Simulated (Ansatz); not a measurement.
Os:
```xyz
1
Lattice="0.0000 1.9102 1.9102 1.9102 0.0000 1.9102 1.9102 1.9102 0.0000" Properties=species:S:1:pos:R:3 pbc="T T T"
Os     0.0000     0.0000     0.0000
```

Relaxed with PBEsol. Special points in fractions of this cell's reciprocal vectors: Γ (0.000, 0.000, 0.000); X (0.500, 0.000, 0.500); U (0.625, 0.250, 0.625); K (0.375, 0.375, 0.750); L (0.500, 0.500, 0.500); W (0.500, 0.250, 0.750).

List the band energies nearest the Fermi level at these points for the program Ansatz at the PBEsol with spin–orbit coupling level (PAW).

In eV from the Fermi level; about four levels below and three above (degenerate sets whole), none deeper than 8.9 eV; points with the same levels are listed once.

```tsv
k	below	above
Γ	-3.43 -3.43 -3.43 -3.43 -2.72 -2.72	0.07 0.07 0.07 0.07
X	-7.80 -7.80 -7.08 -7.08	1.94 1.94 2.26 2.26
U	-5.62 -5.62 -2.27 -2.27	0.23 0.23 2.12 2.12
L	-2.94 -2.94 -0.50 -0.50	2.18 2.18 2.71 2.71
W	-4.33 -4.33 -0.88 -0.88	3.15 3.15 9.25 9.25
```

Space group Fm-3m (fcc (Cu type)). The workflow started from an entry of the Crystallography Open Database (COD), which files this formula under 2 space groups. It is not the phase usual at ambient conditions (space group No. 194). The PBEsol relaxation kept the symmetry of its start; its stability against distortions is not shown here. The run is not spin-polarised.

Potentials: the earlier of the program's two PAW sets. The files were generated under PBE; for other functionals the program regenerates the frozen cores, and for LDA and PBEsol the local potential too.
